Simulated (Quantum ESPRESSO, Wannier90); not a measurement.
ZrSe2 (CdI2 type), plane waves to Wannier functions

Materials Project entry mp-2076; symmetrised, unrelaxed at this level. COD (Crystallography Open Database) has an entry of this formula and space group (matched by these alone). Computed values, not measurements, from PBE: Quantum ESPRESSO (norm-conserving PseudoDojo potentials, cutoff 69 Ry, no spin polarisation, no spin-orbit coupling) on a Γ-centred 12×12×6 mesh, then Wannier90. Density: 12×12×6 mesh, Gaussian smearing 0.01 Ry. The cell is built of weakly bound layers, chains or molecules, whose nearest atoms lie 3.95 Å apart. Database cells relaxed without dispersion often hold them too far apart, which can enlarge gaps and weakens couplings between them; spacing and stacking were not compared with the measured crystal. Spin-orbit coupling, left out, would split the p-like bands by a few tenths of an eV.

On the energy scale of pw.x, whose zero is arbitrary, the valence-band maximum lies at 8.45 eV.

Input w.win:

```
num_bands = 21
num_wann = 11
exclude_bands = 1-16
num_iter = 0
conv_tol = 1.0e-6
conv_window = 4
dis_num_iter = 1000
dis_conv_tol = 1.0e-6
dis_froz_max = 10.40
write_hr = true
write_u_matrices = true
begin projections
Zr: d
Se: p
end projections
begin unit_cell_cart
ang
    3.8111501223    0.0000000000    0.0000000000
   -1.9055750611    3.3005528235    0.0000000000
    0.0000000000    0.0000000000    6.3999100000
end unit_cell_cart
begin atoms_frac
Zr   0.0000000000  0.0000000000  0.0000000000
Se  -0.3333333333  0.3333333333 -0.2441200000
Se   0.3333333333 -0.3333333333  0.2441200000
end atoms_frac
mp_grid = 12 12 6
begin kpoints
0.0000000000 0.0000000000 0.0000000000
0.0000000000 0.0000000000 0.1666666667
0.0000000000 0.0000000000 0.3333333333
... (861 more lines: the 12x12x6 mesh through Gamma)
end kpoints
```

Input of pw2wannier90.x that gives the overlap and projection files (equivalent; here they were cut from one run over all bands):

```
&inputpp
  outdir = './out'
  prefix = 'pwscf'
  seedname = 'w'
  write_amn = .true.
  write_mmn = .true.
/
```

Output w.wout (banner and timings cut):

```
                                    ------
                                    SYSTEM
                                    ------

                              Lattice Vectors (Ang)
                    a_1     3.811150   0.000000   0.000000
                    a_2    -1.905575   3.300553   0.000000
                    a_3     0.000000   0.000000   6.399910

                   Unit Cell Volume:      80.50384  (Ang^3)

                        Reciprocal-Space Vectors (Ang^-1)
                    b_1     1.648632   0.951838  -0.000000
                    b_2     0.000000   1.903677   0.000000
                    b_3     0.000000  -0.000000   0.981762

 *----------------------------------------------------------------------------*
 |   Site       Fractional Coordinate          Cartesian Coordinate (Ang)     |
 +----------------------------------------------------------------------------+
 | zr   1   0.00000   0.00000   0.00000   |    0.00000   0.00000   0.00000    |
 | se   1  -0.33333   0.33333  -0.24412   |   -1.90558   1.10018  -1.56235    |
 | se   2   0.33333  -0.33333   0.24412   |    1.90558  -1.10018   1.56235    |
 *----------------------------------------------------------------------------*
                                ------------
                                K-POINT GRID
                                ------------

             Grid size = 12 x 12 x  6      Total points =  864

 *---------------------------------- MAIN ------------------------------------*
 |  Number of Wannier Functions               :                11             |
 |  Number of Objective Wannier Functions     :                11             |
 |  Number of input Bloch states              :                21             |
 |  Output verbosity (1=low, 5=high)          :                 1             |
 |  Timing Level (1=low, 5=high)              :                 1             |
 |  Optimisation (0=memory, 3=speed)          :                 3             |
 |  Length Unit                               :               Ang             |
 |  Post-processing setup (write *.nnkp)      :                 F             |
 |  Using Gamma-only branch of algorithms     :                 F             |
 *----------------------------------------------------------------------------*
 *------------------------------- WANNIERISE ---------------------------------*
 |  Total number of iterations                :                 0             |
 |  Number of CG steps before reset           :                 5             |
 |  Trial step length for line search         :             2.000             |
 |  Convergence tolerence                     :         0.100E-05             |
 |  Convergence window                        :                 4             |
 |  Iterations between writing output         :                 1             |
 |  Iterations between backing up to disk     :               100             |
 |  Write r^2_nm to file                      :                 F             |
 |  Write xyz WF centres to file              :                 F             |
 |  Write on-site energies <0n|H|0n> to file  :                 F             |
 |  Use guiding centre to control phases      :                 F             |
 |  Use phases for initial projections        :                 F             |
 *----------------------------------------------------------------------------*
 *------------------------------- DISENTANGLE --------------------------------*
 |  Using band disentanglement                :                 T             |
 |  Total number of iterations                :              1000             |
 |  Mixing ratio                              :             0.500             |
 |  Convergence tolerence                     :         1.000E-06             |
 |  Convergence window                        :                 3             |
 *----------------------------------------------------------------------------*
 *-------------------------------- PLOTTING ----------------------------------*
 |  Plotting Hamiltonian in WF basis          :                 T             |
 *----------------------------------------------------------------------------*

       ... (k-mesh section left out)

 Starting a new Wannier90 calculation ...

 Reading overlaps from w.mmn

 Reading projections from w.amn

 *------------------------------- DISENTANGLE --------------------------------*
 +----------------------------------------------------------------------------+
 |                              Energy  Windows                               |
 |                              ---------------                               |
 |                   Outer:    3.93356  to   23.83518  (eV)                   |
 |                   Inner:    3.93356  to   10.40000  (eV)                   |
 +----------------------------------------------------------------------------+
   Number of target bands to extract:   11

                   Unitarised projection of Wannier functions
                   ------------------------------------------
   A_mn = <psi_m|g_n> --> S = A.A^+ --> U = S^-1/2.A
   In dis_project... done
   Using an inner window (linner = T)
   In dis_proj_froz... done

                   Extraction of optimally-connected subspace
                   ------------------------------------------
 +---------------------------------------------------------------------+<-- DIS
 |  Iter     Omega_I(i-1)      Omega_I(i)      Delta (frac.)           |<-- DIS
 +---------------------------------------------------------------------+<-- DIS
       1      22.20311563      21.20637158       4.700E-02    <-- DIS
       2      21.37109151      20.92363134       2.139E-02    <-- DIS
       3      21.05906039      20.72197798       1.627E-02    <-- DIS
       4      20.81982371      20.57003197       1.214E-02    <-- DIS
       5      20.63738010      20.45215811       9.056E-03    <-- DIS
       6      20.49711581      20.35879320       6.794E-03    <-- DIS
       ... (lines left out)
     101      19.87553639      19.87562424      -4.420E-06    <-- DIS
       ... (lines left out)
     131      19.87549068      19.87551025      -9.845E-07    <-- DIS
     132      19.87548991      19.87550858      -9.391E-07    <-- DIS
     133      19.87548918      19.87550699      -8.959E-07    <-- DIS

             <<<      Delta < 1.000E-06  over  3 iterations     >>>
             <<< Disentanglement convergence criteria satisfied >>>

        Final Omega_I    19.87550699 (Ang^2)

 +----------------------------------------------------------------------------+

 Writing checkpoint file w.chk... done

 *------------------------------- WANNIERISE ---------------------------------*
 +--------------------------------------------------------------------+<-- CONV
 | Iter  Delta Spread     RMS Gradient      Spread (Ang^2)            |<-- CONV
 +--------------------------------------------------------------------+<-- CONV

 ------------------------------------------------------------------------------
 Initial State
  WF centre and spread    1  (  0.000000,  0.000000, -0.000000 )     1.86607784
  WF centre and spread    2  (  0.000016, -0.000002, -0.000001 )     1.71913122
  WF centre and spread    3  ( -0.000019, -0.000002,  0.000000 )     1.71916508
  WF centre and spread    4  (  0.000007,  0.000001, -0.000003 )     1.74862732
  WF centre and spread    5  ( -0.000005,  0.000001,  0.000003 )     1.74867398
  WF centre and spread    6  ( -1.905574,  1.100183, -1.584734 )     2.01197808
  WF centre and spread    7  ( -1.905578,  1.073595, -1.490696 )     1.97553850
  WF centre and spread    8  ( -1.905565,  1.126911, -1.490696 )     1.97553678
  WF centre and spread    9  (  1.905574, -1.100183,  1.584734 )     2.01197816
  WF centre and spread   10  (  1.905566, -1.073595,  1.490701 )     1.97553430
  WF centre and spread   11  (  1.905579, -1.126910,  1.490691 )     1.97554105
  Sum of centres and spreads (  0.000002, -0.000001,  0.000000 )    20.72778232

      0     0.207E+02     0.0000000000       20.7277823346  <-- CONV
        O_D=      0.0063510 O_OD=      0.8459243 O_TOT=     20.7277823 <-- SPRD
 ------------------------------------------------------------------------------
 Final State
  WF centre and spread    1  (  0.000000,  0.000000, -0.000000 )     1.86607784
  WF centre and spread    2  (  0.000016, -0.000002, -0.000001 )     1.71913122
  WF centre and spread    3  ( -0.000019, -0.000002,  0.000000 )     1.71916508
  WF centre and spread    4  (  0.000007,  0.000001, -0.000003 )     1.74862732
  WF centre and spread    5  ( -0.000005,  0.000001,  0.000003 )     1.74867398
  WF centre and spread    6  ( -1.905574,  1.100183, -1.584734 )     2.01197808
  WF centre and spread    7  ( -1.905578,  1.073595, -1.490696 )     1.97553850
  WF centre and spread    8  ( -1.905565,  1.126911, -1.490696 )     1.97553678
  WF centre and spread    9  (  1.905574, -1.100183,  1.584734 )     2.01197816
  WF centre and spread   10  (  1.905566, -1.073595,  1.490701 )     1.97553430
  WF centre and spread   11  (  1.905579, -1.126910,  1.490691 )     1.97554105
  Sum of centres and spreads (  0.000002, -0.000001,  0.000000 )    20.72778232

         Spreads (Ang^2)       Omega I      =    19.875506988
        ================       Omega D      =     0.006351037
                               Omega OD     =     0.845924309
    Final Spread (Ang^2)       Omega Total  =    20.727782335
```
